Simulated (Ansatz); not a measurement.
# MnPb7O8: input and output of an SCF run

MnPb7O8 is taken as a small unrelaxed cell with one substitutional d or f atom, 16 atoms in the cell. One Pb of COD entry 9012704 is replaced by Mn, with no charge compensation. Forces or pressure are large, so the cell is far from its computed equilibrium.

Theory: Ansatz, DFT, PBE+U, PAW, plane waves, scalar-relativistic.

Input file:

```yaml
crystal:
  lattice:
    - [8.0078, 0.0, 0.0]
    - [0.0, 8.0078, 0.0]
    - [0.0, 0.0, 5.0712]
  atoms:
    - { symbol: Pb, position: [0.0, 0.25, 0.2336] }
    - { symbol: Mn, position: [0.0, 0.75, 0.2336], spin: 4.5 }
    - { symbol: Pb, position: [0.5, 0.25, 0.2336] }
    - { symbol: Pb, position: [0.5, 0.75, 0.2336] }
    - { symbol: Pb, position: [0.25, 0.0, 0.7664] }
    - { symbol: Pb, position: [0.25, 0.5, 0.7664] }
    - { symbol: Pb, position: [0.75, 0.0, 0.7664] }
    - { symbol: Pb, position: [0.75, 0.5, 0.7664] }
    - { symbol: O, position: [0.0, 0.0, 0.0] }
    - { symbol: O, position: [0.0, 0.5, 0.0] }
    - { symbol: O, position: [0.5, 0.0, 0.0] }
    - { symbol: O, position: [0.5, 0.5, 0.0] }
    - { symbol: O, position: [0.25, 0.25, 0.0] }
    - { symbol: O, position: [0.25, 0.75, 0.0] }
    - { symbol: O, position: [0.75, 0.25, 0.0] }
    - { symbol: O, position: [0.75, 0.75, 0.0] }
  symmetry: { detect: false, time_reversal: true }
magnetization:
  spin_polarized: true
hamiltonian:
  xc: pbe
  pseudopotentials: { kind: paw }
  hubbard:
    sites:
      - { site: 1, l: d, u_eff: 3.9, starting_ns: [{ spin: up, occupation_matrix: s1up }, { spin: down, occupation_matrix: s1down }] }
    occupation_matrices:
      s1up:
        matrix:
          - [0.999999, 0.0, 0.0, 0.0, 0.0]
          - [0.0, 1.0e-06, 0.0, 0.0, 0.0]
          - [0.0, 0.0, 0.999999, 0.0, 0.0]
          - [0.0, 0.0, 0.0, 0.999999, 0.0]
          - [0.0, 0.0, 0.0, 0.0, 0.999999]
      s1down:
        matrix:
          - [1.0e-06, 0.0, 0.0, 0.0, 0.0]
          - [0.0, 1.0e-06, 0.0, 0.0, 0.0]
          - [0.0, 0.0, 1.0e-06, 0.0, 0.0]
          - [0.0, 0.0, 0.0, 1.0e-06, 0.0]
          - [0.0, 0.0, 0.0, 0.0, 1.0e-06]
basis:
  ecutwfc: 420
kpoints:
  mp_grid: { grid: [2, 2, 2] }
scf:
  occupations: { method: gaussian, width: 0.02 }
  lower_state_search: "off"
  max_iter: 200
output:
  forces: true
  stress: true
  write_density: true
  write_potential: true
  elf: true
  volumetric_format: npy
```

The run was started with:
```sh
ansatz run input.yaml --threads 4 --pin off --max-ram 9216MiB --backend cpu --events-out ev --progress --plain --runs-dir out
```

Output (shortened):

```
Pb: projections on atomic orbitals take those of the free atom [Xe 4f14] 5d10 6s2 6p2, of charge +0.00 (hamiltonian.pseudopotentials.projection_atoms); the dataset's partial waves leave at most 2.1e-5 of an orbital's norm unspanned inside its sphere
Mn: projections on atomic orbitals take those of the free atom [Ne] 3s2 3p6 3d5 4s2, of charge +0.00 (hamiltonian.pseudopotentials.projection_atoms); the dataset's partial waves leave at most 9.0e-7 of an orbital's norm unspanned inside its sphere
O: projections on atomic orbitals take those of the free atom [He] 2s2 2p4, of charge +0.00 (hamiltonian.pseudopotentials.projection_atoms); the dataset's partial waves leave at most 1.9e-8 of an orbital's norm unspanned inside its sphere
Pseudopotentials: kind: paw
Pseudopotential: Pb, paw, valence charge 14, recommended cutoff 420 eV (normal), Pb.paw.azcp
Pseudopotential: Mn, paw, valence charge 15, recommended cutoff 420 eV (normal), Mn.paw.azcp
Pseudopotential: O, paw, valence charge 6, recommended cutoff 420 eV (normal), O.paw.azcp
Functional definition: PBE
Crystal: 16 atoms, lattice volume = 325.190 Å³
Basis set: ecut = 420 eV, 6353 PW (Γ), exchange–correlation on 108×108×72 points (8 copies of the dense FFT grid, shifted against one another)
Bands: 100, of which v1, the nominal top of the filled ones, is band 81 counted from 1 (80 counted from 0)
Symmetry: 1 space group operations
k-points: 8
Non-local potential: Pb, projectors of the file, l = 0: 2, l = 1: 2, l = 2: 2, l = 3: 2
Non-local potential: Mn, projectors of the file, l = 0: 3, l = 1: 2, l = 2: 3, l = 3: 1
Non-local potential: O, projectors of the file, l = 0: 2, l = 1: 2, l = 2: 1
Initial density: superposition of atomic densities (chi_scale 0.1, normalization cell, long waves kept (reshape's long-wave potential 0.45 eV rms))
Starting moments: Σ|m| = 4.5 μB on 1 of 16 sites
Initial wavefunctions: pseudopotential atomic-orbital guess
Functional: x = pbe(κ = 0.804, μ = 0.2195149727645171), c = pbe(β = 0.06672455060314922)
SCF iter   1: F=—  HF=-91793.142029 eV  |F-HF|=—  |Δ(HF+E_count)|=         —  Δρ=2.13e-1 (↑4.59e-2 ↓2.13e-1)  dr2=3.26e2  dr2_m=2.23e1  M=0.428 μB ∫|m|=0.538 μB  β_m=0.30  ethr=3.10e-3  ⟨swp⟩=6.9  Hψ=6743  notcnv=0  defer=28
preconditioner: auto → Kerker (q_TF=auto, 2.427 Å⁻¹)  [metal: Δε(μ)=0.013 eV  Ē_g=14.620 eV  σ=0.020 eV  W_gap=0.35  n_scr=70 (ndim 8)  ℏωp=25.5 eV  f_vac=0.001  D(μ)=17.91/eV (n_scr^D=180)]
spin=Collinear: Kerker preconditioning applied to the charge; magnetization (m = ρ↑ − ρ↓) channel mixes plain (no charge-response kernel on spin).
SCF iter   2: F=—  HF=-91783.674031 eV  |F-HF|=—  |Δ(HF+E_count)|=    9.47e0  Δρ=6.38e-2 (↑6.38e-2 ↓6.19e-2)  dr2=3.84e1  dr2_m=6.62e-1  M=4.385 μB ∫|m|=4.393 μB  β_m=1.00  ethr=3.10e-3  ⟨swp⟩=4.5  Hψ=4880  notcnv=0  defer=193
SCF iter   3: F=—  HF=-91777.344592 eV  |F-HF|=—  |Δ(HF+E_count)|=    6.33e0  Δρ=4.28e-2 (↑1.82e-2 ↓4.28e-2)  dr2=6.28e0  dr2_m=1.52e0  M=5.000 μB ∫|m|=5.057 μB  β_m=1.00  ethr=3.10e-3  ⟨swp⟩=4.2  Hψ=3406  notcnv=0  defer=194
SCF iter   4: F=—  HF=-91777.323363 eV  |F-HF|=—  |Δ(HF+E_count)|=   2.12e-2  Δρ=1.86e-2 (↑1.86e-2 ↓9.69e-3)  dr2=2.01e0  dr2_m=2.54e-1  M=5.000 μB ∫|m|=5.068 μB  β_m=1.00  ethr=3.10e-3  ⟨swp⟩=3.9  Hψ=3556  notcnv=0  defer=196
SCF iter   5: F=—  HF=-91777.877274 eV  |F-HF|=—  |Δ(HF+E_count)|=   5.54e-1  Δρ=7.89e-3 (↑7.89e-3 ↓4.28e-3)  dr2=7.30e-1  dr2_m=2.21e-2  M=5.000 μB ∫|m|=5.063 μB  β_m=0.30  ethr=1.25e-3  ⟨swp⟩=2.6  Hψ=2397  notcnv=0  defer=196
Mixer restart at iter 5: flushing history
spin-set hold released at iteration 5 (site moments contracting): the magnetisation degrees of freedom join the quasi-Newton model from the next iteration; the mixer history was flushed
SCF iter   6: F=—  HF=-91778.323971 eV  |F-HF|=—  |Δ(HF+E_count)|=   4.47e-1  Δρ=4.54e-3 (↑4.54e-3 ↓3.03e-3)  dr2=4.04e-1  dr2_m=1.04e-2  M=5.000 μB ∫|m|=5.073 μB  β_m=0.60  ethr=4.53e-4  ⟨swp⟩=2.8  Hψ=2785  notcnv=0  defer=187
[... 4 iterations left out ...]
SCF iter  11: F=—  HF=-91778.808430 eV  |F-HF|=—  |Δ(HF+E_count)|=   9.44e-5  Δρ=1.57e-4 (↑1.40e-4 ↓1.57e-4)  dr2=5.30e-4  dr2_m=1.12e-6  M=5.000 μB ∫|m|=5.108 μB  β_m=0.91  ethr=1.10e-6  ⟨swp⟩=2.0  Hψ=1930  notcnv=0  defer=180
SCF iter  12: F=—  HF=-91778.808530 eV  |F-HF|=—  |Δ(HF+E_count)|=   1.01e-4  Δρ=1.97e-4 (↑1.97e-4 ↓1.86e-4)  dr2=6.06e-4  dr2_m=6.95e-7  M=5.000 μB ∫|m|=5.107 μB  β_m=0.73  ethr=3.29e-7  ⟨swp⟩=2.0  Hψ=2704  notcnv=0  defer=180
SCF iter  13: F=—  HF=-91778.808458 eV  |F-HF|=—  |Δ(HF+E_count)|=   7.21e-5  Δρ=3.77e-5 (↑3.77e-5 ↓3.45e-5)  dr2=3.33e-5  dr2_m=3.87e-7  M=5.000 μB ∫|m|=5.107 μB  β_m=0.86  ethr=3.29e-7  ⟨swp⟩=2.0  Hψ=1817  notcnv=0  defer=180
SCF iter  14: F=—  HF=-91778.808794 eV  |F-HF|=—  |Δ(HF+E_count)|=   3.36e-4  Δρ=1.37e-5 (↑1.37e-5 ↓1.18e-5)  dr2=3.15e-6  dr2_m=3.46e-8  M=5.000 μB ∫|m|=5.107 μB  β_m=0.93  ethr=2.07e-8  ⟨swp⟩=2.0  Hψ=2479  notcnv=0  defer=180
SCF iter  15: F=—  HF=-91778.808796 eV  |F-HF|=—  |Δ(HF+E_count)|=   2.68e-6  Δρ=1.30e-5 (↑1.30e-5 ↓1.28e-5)  dr2=2.17e-6  dr2_m=4.21e-9  M=5.000 μB ∫|m|=5.107 μB  β_m=0.80  ethr=1.96e-9  ⟨swp⟩=2.0  Hψ=2592  notcnv=0  defer=180
SCF iter  16: F=—  HF=-91778.808796 eV  |F-HF|=—  |Δ(HF+E_count)|=   9.25e-8  Δρ=6.24e-6 (↑6.24e-6 ↓5.74e-6)  dr2=5.12e-7  dr2_m=2.39e-9  M=5.000 μB ∫|m|=5.107 μB  β_m=0.78  ethr=1.35e-9  ⟨swp⟩=2.0  Hψ=2593  notcnv=0  defer=180
SCF iter  17: F=-91778.808796 eV  HF=-91778.808796 eV  |F-HF|=1.03e-8  |Δ(HF+E_count)|=   9.47e-8  Δρ=1.90e-6 (↑1.90e-6 ↓1.72e-6)  dr2=6.74e-8  dr2_m=5.21e-10  M=5.000 μB ∫|m|=5.107 μB  ethr=6.21e-11  ⟨swp⟩=16.4  Hψ=13487  notcnv=0
WARN: hamiltonian.hubbard: on 1 of 2 specified blocks the occupation matrix of this SCF's result fails the test of the specified filling. At site 1 ↑ (sites count from 0 in the list of atoms of the cell that this SCF solves) the least filled combination of the orbitals specified full has occupation 0.993, and the fullest combination of the orbitals specified empty has occupation 0.993; the filling counts as kept where the first is at least 0.75 and exceeds the second by more than 0.25. [...]
SCF 1 converged in 17 iterations: F = -91778.808796 eV  dr2 = 6.74e-8
  greatest PAW one-centre occupation: 1.003 electrons in one spin orbital (limit 2), on the Mn atom at site 1 (counted from 0), in its partial waves of l = 1
SCF converged after 17 iterations
Magnetization: 5.0000 μB (83.0000 up, 78.0000 down)
Absolute magnetization: 5.1119 μB (∫|ρ↑−ρ↓|, with the PAW one-centre terms)
Spin contamination: 0.0346 ħ² per cell (⟨S²⟩ above its minimum at these occupations)
Per-site moments (μB) at R_I (Å): [(0.0011, 0.9595), (4.3577, 0.9595), (-7.5059e-5, 0.9595), (0.0011, 0.9595), (0.0008, 0.9595), (0.0008, 0.9595), (0.0008, 0.9595), (0.0008, 0.9595), (0.0016, 0.9595), (0.0016, 0.9595), (0.0004, 0.9595), (0.0004, 0.9595), (0.0004, 0.9595), (0.0016, 0.9595), (0.0004, 0.9595), (0.0016, 0.9595)]
Free energy (F): -91778.808796 eV
Harris-Foulkes:  -91778.808796 eV  (|F-HF|=1.03e-8)
Internal energy: -91778.808796 eV  (E = F + TS)
E sigma→0 (E₀):  -91778.808796 eV
Fermi energy:    8.136624 eV
--- Per-component energies (eV) ---
  E_band       = -811.392862
  E_kinetic    = 3711.130212
  E_local      = -14290.213975  (includes V_loc(G=0)·N_el)
  E_nonlocal   = 3095.885064
  E_hartree    = 5721.841795
  E_xc         = -2239.878653
  E_vxc        = -1813.475341  (∫ρ·V_xc dr)
  E_hubbard    = 0.417899  (on-site DFT+U / exact-exchange correction)
  E_vhub       = -9.251916  (the Hubbard potential's part of the band-sum identity)
  E_paw        = -75418.205665  (= ΣΔE_a)
  E_vpaw       = -2949.175704  (= ΣTr[D̂ρ^β])
  E_aug_tail   = 0.019308  (compensation charges beyond the density's cutoff)
  E_ewald      = -12359.804780
  E_smearing   = -0.000000  (= −TS)
  E_closure    = 0.000000  (closes the sum)
  Σ components = -91778.808796   (vs F -91778.808796, Δ=0.00e0)
--- Specified on-site occupations, and those of the state reported ---
  electrons in the specified blocks: 4.0000 specified, 5.1732 found
  site 1 (l=d) ↑: largest change of an orbital's occupation 0.9929; electrons 4.0000 specified, 4.9743 found; spectral distance 0.9929
  site 1 (l=d) ↓: largest change of an orbital's occupation 0.0755; electrons 0.0000 specified, 0.1989 found; spectral distance 0.1006
--- Forces (eV/Å), atoms counted from 1 ---
  atom   1  Pb     0.00000000    -0.00000026     0.14208789
  atom   2  Mn     0.00000000     0.00000024    -3.10592780
  atom   3  Pb     0.00000001     0.00000014     0.17916754
  atom   4  Pb     0.00000027    -0.00000023     0.14208195
  atom   5  Pb    -0.24319483    -0.24319973     0.07606497
  atom   6  Pb    -0.24319439     0.24319971     0.07606501
  atom   7  Pb     0.24319475    -0.24319997     0.07606452
  atom   8  Pb     0.24319437     0.24319998     0.07606477
  atom   9  O      0.00000025    -0.51009109     0.67742207
  atom  10  O      0.00000013     0.51009117     0.67742199
  atom  11  O     -0.00000028     0.12124986    -0.09284706
  atom  12  O     -0.00000006    -0.12124994    -0.09284710
  atom  13  O      0.12125274    -0.00000011    -0.09284997
  atom  14  O     -0.51008443    -0.00000002     0.67741774
  atom  15  O     -0.12125276     0.00000013    -0.09284967
  atom  16  O      0.51008424    -0.00000012     0.67741804
  max |Σ_I F_I| component: 4.51e-5 eV/Å
--- Stress (GPa, compression-positive) ---
        0.873941       0.000000       0.000000
        0.000000       0.873915      -0.000000
        0.000000      -0.000000      -0.641260
  P = ⅓ Tr σ = 0.3689 GPa (3.689 kbar)
--- Band table (eV; the first three rows and the last of 16) ---
k-point 0 ↑: bands = ["-74.3685", "-43.1867", "-43.0510", "-43.0510", "-10.3760", "-10.1535", "-10.1535", "-10.0975", "-9.8657", "-9.7582", "-9.7582", "-9.6701", "-8.1590", "-8.1590", "-8.1122", "-8.1113", "-8.1049", "-8.0884", "-8.0805", "-8.0595", "-8.0595", "-8.0464", "-8.0324", "-8.0324", "-8.0227", "-8.0156", "-8.0056", "-8.0002", "-8.0002", "-7.9850", "-7.9830", "-7.9739", "-7.9730", "-7.9730", "-7.9193", "-7.9048", "-7.8967", "-7.8967", "-7.8947", "-7.8869", "-7.4272", "-7.3538", "-7.3538", "-7.2420", "-7.2420", "-7.2138", "-6.6669", "-0.3298", "-0.0621", "0.6692", [...]
k-point 1 ↑: bands = ["-74.3685", "-43.1867", "-43.0510", "-43.0510", "-10.3621", "-10.1577", "-10.1577", "-10.1002", "-9.8691", "-9.7605", "-9.7604", "-9.6652", "-8.1386", "-8.1371", "-8.1371", "-8.1230", "-8.1153", "-8.0828", "-8.0800", "-8.0800", "-8.0613", "-8.0613", "-8.0579", "-8.0256", "-8.0058", "-8.0023", "-7.9922", "-7.9897", "-7.9897", "-7.9880", "-7.9879", "-7.9666", "-7.9666", "-7.9650", "-7.9389", "-7.9389", "-7.9149", "-7.9141", "-7.8988", "-7.8695", "-7.3971", "-7.3442", "-7.3442", "-7.2110", "-7.1523", "-7.1523", "-6.6584", "-0.5336", "-0.2235", "0.0182", [...]
k-point 2 ↑: bands = ["-74.3685", "-43.1867", "-43.0510", "-43.0510", "-10.3288", "-10.2137", "-10.1503", "-10.0778", "-9.8688", "-9.7548", "-9.7473", "-9.6724", "-8.1513", "-8.1398", "-8.1119", "-8.1117", "-8.0965", "-8.0832", "-8.0679", "-8.0631", "-8.0550", "-8.0532", "-8.0473", "-8.0380", "-8.0329", "-8.0242", "-8.0143", "-8.0105", "-8.0064", "-7.9937", "-7.9814", "-7.9787", "-7.9562", "-7.9431", "-7.9311", "-7.9084", "-7.9044", "-7.8988", "-7.8966", "-7.8140", "-7.7583", "-7.3296", "-7.2891", "-7.2889", "-7.2663", "-6.8613", "-6.7982", "0.1473", "0.1599", "0.1824", [...]
k-point 7 ↓: bands = ["-69.3253", "-38.2521", "-38.0864", "-38.0864", "-10.2890", "-10.2008", "-10.2008", "-10.0544", "-9.8747", "-9.7274", "-9.7273", "-9.6563", "-8.1192", "-8.1192", "-8.1091", "-8.1005", "-8.0935", "-8.0908", "-8.0766", "-8.0766", "-8.0717", "-8.0519", "-8.0477", "-8.0225", "-8.0225", "-8.0193", "-8.0191", "-8.0191", "-8.0155", "-7.9946", "-7.9946", "-7.9741", "-7.9644", "-7.9582", "-7.9447", "-7.9379", "-7.9379", "-7.9071", "-7.9071", "-7.6915", "-7.6915", "-7.5890", "-7.4968", "-7.0029", "-6.8770", "-6.8770", "-6.8646", "-0.2712", "-0.2203", "-0.2203", [...]
```

Among 12 converged runs of this cell from various starts and settings, this end is the lowest found.

A static U favours moments and orbital order; the result depends on U and need not be the measured state. With one magnetic atom in the cell its copies can only be parallel; orders in a larger cell may lie lower. The mesh is coarse, so energy differences (and at times their sign) aren't converged.

The run took 19 s on 4 threads of Arm Neoverse V2, with other jobs on the host, peak memory 1.3 GiB.
